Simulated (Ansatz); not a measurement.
A geometry of LiNbO3 away from equilibrium: step 2 of the relaxation of a generated cell, LiNbO3 built in the GdFeO3 structure type. Calculation: r2SCAN (plane waves to 500 eV, PAW, scalar-relativistic; Ansatz, an electronic-structure program). Γ-centred k-mesh 4×3×4 on the run's cell (coarser than for final values), Fermi–Dirac smearing 0.05 eV.

```xyz
20
Lattice="5.4799 0.0000 0.0000 0.0000 7.6907 0.0000 0.0000 0.0000 5.3514" Properties=species:S:1:pos:R:3 pbc="T T T"
Li     2.5420     1.9227     5.2456
Li     5.2820     1.9227     2.7815
Li     2.9380     5.7680     0.1058
Li     0.1980     5.7680     2.5699
Nb     0.0000     0.0000     0.0000
Nb     2.7400     3.8453     2.6757
Nb     0.0000     3.8453     0.0000
Nb     2.7400     0.0000     2.6757
O      0.1100     1.9227     0.4555
O      2.8500     1.9227     2.2202
O      5.3699     5.7680     4.8959
O      2.6300     5.7680     3.1312
O      1.6366     4.1753     1.0700
O      4.3766     7.3607     1.6057
O      3.8433     0.3300     4.2814
O      1.1034     3.5154     3.7457
O      3.8433     3.5154     4.2814
O      1.1034     0.3300     3.7457
O      1.6366     7.3607     1.0700
O      4.3766     4.1753     1.6057
```

Q: Which atoms carry the largest force, and which way does it point?

A: 0.44 eV/Å, on O13, O14, O15, O16, O17, O18, O19, O20 (atoms numbered as listed); on O18 its components are (-0.13, 0.38, -0.18).

Q: What is the pressure?

A: -2.3 GPa, compression positive.

Q: How much energy per atom can still be gained by relaxing?

A: 0.04 eV/atom; the path ends in Pnma (No. 62) (AFLOW prototype AB3C_oP20_62_c_cd_a (as in CaTiO3)).

No spin polarisation in the result.

The run could not lose the symmetry of its start, so the end can be a saddle point.

The end of the path is a generated cell of LiNbO3: the first start was made by placing the elements on the sites of a structure type, and the end was not matched to a known phase here, so it may be hypothetical. Known forms of LiNbO3 include space group No. 161.
